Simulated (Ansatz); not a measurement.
Data:

Starting cell, LiH (rock salt):

```
CELL_PARAMETERS angstrom
      0.00000     4.00712     4.00712
      2.00356     2.00356     4.00712
      2.00356     2.00356     0.00000
ATOMIC_POSITIONS crystal
  H  0.00000 0.00000 0.00000
  H  0.50000 0.00000 0.00000
  Li 0.00000 0.50000 0.50000
  Li 0.50000 0.50000 0.50000
```

A phonon eigenvector at X = (0.5, 0.5, 0.0) is frozen into this cell: atom i moves by Q times the vector below, so Q is the largest atomic displacement, in Å. The cell is held. (q is in reciprocal vectors of the primitive cell; the cell shown is doubled to hold the pattern.)

```
atom      x      y       z
----  -----  -----  ------
H1    0.000  0.000  -0.169
H2    0.000  0.000   0.169
Li3   0.000  0.000   1.000
Li4   0.000  0.000  -1.000
```

Calculation: PBE (plane waves to 420 eV, PAW, scalar-relativistic; Ansatz, an electronic-structure program). k mesh 14×14×14 (Γ-centred), Fermi-Dirac smearing 0.05 eV. The energy includes the smearing's −TS. LiH was relaxed with its symmetry unable to fall. ΔE is measured from the undisplaced structure.

The scan covers Q from -0.100 to 0.100 Å in 13 points.

Question: Which space group does the distorted structure have?

Answer: P4/nmm (No. 129), lowered from Fm-3m.

Question: What is the energy change at Q = 0.100 Å?

Answer: 44.7 meV/cell.

Question: What harmonic wavenumber does the curvature at Q = 0 give?

Answer: 414 cm⁻¹.

(For displaced atoms, the force is minus the slope of the energy, and its curvature is a force constant, which sets phonon frequencies.)
